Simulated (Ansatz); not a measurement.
## Lu₃TlF₆: relaxation (Ansatz)

Input:

```yaml
crystal:
  lattice:
    - [0.0, 6.178701, 0.0]
    - [6.178701, 0.0, 0.0]
    - [3.089351, 3.089351, -4.386059]
  atoms:
    - { symbol: F, position: [0.0, 0.29, 0.0] }
    - { symbol: F, position: [0.29, 0.0, 0.0] }
    - { symbol: F, position: [0.0, 0.71, 0.0] }
    - { symbol: F, position: [0.71, 0.0, 0.0] }
    - { symbol: Tl, position: [0.0, 0.0, 0.0] }
    - { symbol: F, position: [0.21, 0.21, 0.58] }
    - { symbol: F, position: [0.79, 0.79, 0.42] }
    - { symbol: Lu, position: [0.5, 0.5, 0.0] }
    - { symbol: Lu, position: [0.75, 0.25, 0.5] }
    - { symbol: Lu, position: [0.25, 0.75, 0.5] }
  symmetry: { tolerance: 0.0003 }
kpoints:
  mp_grid: { grid: [6, 6, 6], shift: [0, 0, 0] }
magnetization:
  spin_polarized: false
scf:
  occupations: { method: fermi_dirac }
  lower_state_search: "off"
hamiltonian:
  pseudopotentials: { kind: paw }
  xc: pbe
basis:
  ecutwfc: 420
  fft_grid_basis: typed
relax:
  max_steps: 80
  f_tol: 0.03
output:
  forces: true
  stress: true
  eigenvalues: true
  bader: false
  populations: true
  elf: true
  write_potential: true
  volumetric_format: npy
  dos:
    e_range: [-12, 8]
    de: 0.05
    projected: { site_lists: { F: [F], Lu: [Lu], Tl: [Tl] } }
  write_density: true
checkpoint:
  read: saved_state
```

Launch command:

```bash
ansatz run input.yaml --threads 2 --pin off --max-ram 2560MiB --backend cpu --events-out ev --progress --plain --runs-dir out
```

Origin of the cell: a known structure type with other elements, at an estimated volume, so it need not be a known compound.

The smearing width isn't typed, so it takes its default of 0.1 eV.

The saved state is a converged single point of the same cell.

Steps:

```
step  ΔF (meV/atom)  max force component (eV/Å)  SCF iterations  step was
   1            0.0                      13.274               8  accepted
   2         -840.2                       3.863               9  accepted
   3        -1011.7                       2.765               9  accepted
   4        -1088.3                       0.612               9  accepted
   5        -1087.4                       0.811               7  rejected
   6        -1090.1                       0.166              10  accepted
   7        -1090.2                       0.002               6  accepted
   8        -1090.2                       0.002               4  accepted
```

Step 1, with forces in eV/Å:

```xyz
10
Lattice="0.000 6.179 0.000 6.179 0.000 0.000 3.089 3.089 -4.386" Properties=species:S:1:pos:R:3:forces:R:3 pbc="T T T" step=1
F     1.792    0.000    0.000   13.274    0.000    0.000
F     0.000    1.792    0.000    0.000   13.274    0.000
F     4.387    0.000    0.000  -13.274    0.000    0.000
F     0.000    4.387    0.000    0.000  -13.274    0.000
Tl    0.000    0.000    0.000    0.000    0.000    0.000
F     3.089    3.089   -2.544    0.000    0.000   10.343
F     6.179    6.179   -1.842    0.000    0.000  -10.343
Lu    3.089    3.089    0.000    0.000    0.000    0.000
Lu    3.089    6.179   -2.193    0.000    0.000    0.000
Lu    6.179    3.089   -2.193    0.000    0.000    0.000
```

Step 2, with forces in eV/Å:

```xyz
10
Lattice="0.000 6.179 0.000 6.179 0.000 0.000 3.089 3.089 -4.386" Properties=species:S:1:pos:R:3:forces:R:3 pbc="T T T" step=2
F     1.987    0.000    0.000    3.563    0.000    0.000
F     0.000    1.987    0.000    0.000    3.563    0.000
F     4.192    0.000    0.000   -3.563    0.000    0.000
F     0.000    4.192    0.000    0.000   -3.563    0.000
Tl    0.000    0.000    0.000    0.000    0.000    0.000
F     3.089    3.089   -2.372    0.000    0.000    3.863
F     6.179    6.179   -2.014    0.000    0.000   -3.863
Lu    3.089    3.089    0.000    0.000    0.000    0.000
Lu    3.089    6.179   -2.193    0.000    0.000    0.000
Lu    6.179    3.089   -2.193    0.000    0.000    0.000
```

Step 3, with forces in eV/Å:

```xyz
10
Lattice="0.000 6.179 0.000 6.179 0.000 0.000 3.089 3.089 -4.386" Properties=species:S:1:pos:R:3:forces:R:3 pbc="T T T" step=3
F     2.082    0.000    0.000    0.691    0.000    0.000
F     0.000    2.082    0.000    0.000    0.691    0.000
F     4.096    0.000    0.000   -0.691    0.000    0.000
F     0.000    4.096    0.000    0.000   -0.691    0.000
Tl    0.000    0.000    0.000    0.000    0.000    0.000
F     3.089    3.089   -2.229    0.000    0.000    2.765
F     6.179    6.179   -2.157    0.000    0.000   -2.765
Lu    3.089    3.089    0.000    0.000    0.000    0.000
Lu    3.089    6.179   -2.193    0.000    0.000    0.000
Lu    6.179    3.089   -2.193    0.000    0.000    0.000
```

Step 4, with forces in eV/Å:

```xyz
10
Lattice="0.000 6.179 0.000 6.179 0.000 0.000 3.089 3.089 -4.386" Properties=species:S:1:pos:R:3:forces:R:3 pbc="T T T" step=4
F     2.115    0.000    0.000   -0.089    0.000    0.000
F     0.000    2.115    0.000    0.000   -0.089    0.000
F     4.064    0.000    0.000    0.089    0.000    0.000
F     0.000    4.064    0.000    0.000    0.089    0.000
Tl    0.000    0.000    0.000    0.000    0.000    0.000
F     3.089    3.089   -2.035    0.000    0.000    0.612
F     6.179    6.179   -2.351    0.000    0.000   -0.612
Lu    3.089    3.089    0.000    0.000    0.000    0.000
Lu    3.089    6.179   -2.193    0.000    0.000    0.000
Lu    6.179    3.089   -2.193    0.000    0.000    0.000
```

Step 6, with forces in eV/Å:

```xyz
10
Lattice="0.000 6.179 0.000 6.179 0.000 0.000 3.089 3.089 -4.386" Properties=species:S:1:pos:R:3:forces:R:3 pbc="T T T" step=6
F     2.110    0.000    0.000    0.166    0.000    0.000
F     0.000    2.110    0.000    0.000    0.166    0.000
F     4.069    0.000    0.000   -0.166    0.000    0.000
F     0.000    4.069    0.000    0.000   -0.166    0.000
Tl    0.000    0.000    0.000    0.000    0.000    0.000
F     3.089    3.089   -2.005    0.000    0.000   -0.010
F     6.179    6.179   -2.381    0.000    0.000    0.010
Lu    3.089    3.089    0.000    0.000    0.000    0.000
Lu    3.089    6.179   -2.193    0.000    0.000    0.000
Lu    6.179    3.089   -2.193    0.000    0.000    0.000
```

Step 8, with forces in eV/Å:

```xyz
10
Lattice="0.000 6.179 0.000 6.179 0.000 0.000 3.089 3.089 -4.386" Properties=species:S:1:pos:R:3:forces:R:3 pbc="T T T" step=8
F     2.114    0.000    0.000    0.002    0.000    0.000
F     0.000    2.114    0.000    0.000    0.002    0.000
F     4.065    0.000    0.000   -0.002    0.000    0.000
F     0.000    4.065    0.000    0.000   -0.002    0.000
Tl    0.000    0.000    0.000    0.000    0.000    0.000
F     3.089    3.089   -2.005    0.000    0.000    0.002
F     6.179    6.179   -2.381    0.000    0.000   -0.002
Lu    3.089    3.089    0.000    0.000    0.000    0.000
Lu    3.089    6.179   -2.193    0.000    0.000    0.000
Lu    6.179    3.089   -2.193    0.000    0.000    0.000
```

| Quantity | Value |
| --- | --- |
| Free energy lowered by | 1090.2 meV/atom |
| Final pressure | 18.07 GPa |
| Relaxation steps listed | 8 |
| Gap on the mesh | none (metal) |

Caveats: no spin, though holes on the anions or broken bonds may carry moments; no spin-orbit coupling, though heavy elements are present; the SCF threshold is looser than advised for a stress; the given cell is far from equilibrium, with atoms too close or a volume far off; the relaxation held the start's symmetry, so the end may be a saddle point.

It ran for 200 s of wall time on 2 CPU thread(s) of a shared host, from a saved density.
